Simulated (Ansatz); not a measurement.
C (graphite type, space group P6_3/mmc)

```xyz
4
Lattice="2.4552 0.0000 0.0000 -1.2276 2.1263 0.0000 0.0000 0.0000 6.6705" Properties=species:S:1:pos:R:3 pbc="T T T"
C      0.0000     0.0000     1.6676
C      0.0000     0.0000     5.0029
C      0.0000     1.4175     1.6676
C      1.2276     0.7088     5.0029
```

Equation-of-state scan: isotropic scaling of the cell above, V₀ being its volume. Symmetry pins the atoms to their sites.

Computed with r2SCAN+rVV10 (plane waves to 500 eV, PAW, scalar-relativistic; Ansatz, a first-principles code). k mesh 15×15×5 (Γ-centred), Fermi-Dirac smearing 0.05 eV. Compression counts positive. C was relaxed with its symmetry unable to fall. The PAW data are Ansatz's earlier set.

At one point of the scan the stress tensor (GPa) is:

```
  -41.9      0.0      0.0
    0.0    -41.9      0.0
    0.0      0.0     -1.0
```

Task: Which point is it?
A) V/V₀ = 1.032
B) V/V₀ = 1.128
C) V/V₀ = 1.160
D) V/V₀ = 1.064

Result: B, V/V₀ = 1.128

(A scan under strain: stresses follow from slopes of the energy per volume, elastic moduli from its curvatures.)
